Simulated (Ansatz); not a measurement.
## Structures of SrBe2: which is lowest?

Plane-wave DFT in Ansatz with scalar-relativistic PAW potentials, cutoff 420 eV, Γ-centred meshes chosen by cell and gap, Gaussian smearing with energies taken to zero width. Every cell was relaxed (cell and atoms) in a run of its own, within the symmetry of its start. Functional: PBE.

Relaxed structures (starts from databases or built by putting these elements on another compound's sites):
A. I4/mcm, 6 atoms in the computed cell, a = 4.543 Å, c = 10.446 Å; sites (symmetry × multiplicity) Sr 422 × 4, Be m.2m × 8; start: built
B. C2/c, 6 atoms in the computed cell, a = 6.964 Å, b = 9.056 Å, c = 4.226 Å, β = 98.2°; sites (symmetry × multiplicity) Sr 2 × 4, Be 1 × 8; start: built

Q: Rank them by energy. Could pressure change the order?

A:
```tsv
structure	group	E − E(lowest) (meV/atom)	V (Å³/atom)	gap on mesh (eV)
B	C2/c	0.0	21.98	0.00
A	I4/mcm	143	17.97	0.00
```

B is lowest, 143 meV/atom under A. A is denser by 4.02 Å³/atom, so pressure favours it: ΔE/ΔV, with ΔE in eV and 1 eV/Å³ = 160.2 GPa, gives about 6 GPa for equal enthalpy if both cells were rigid, a rough figure since the two compress differently. Other structures may lie lower than all of these, and vibrations aren't counted.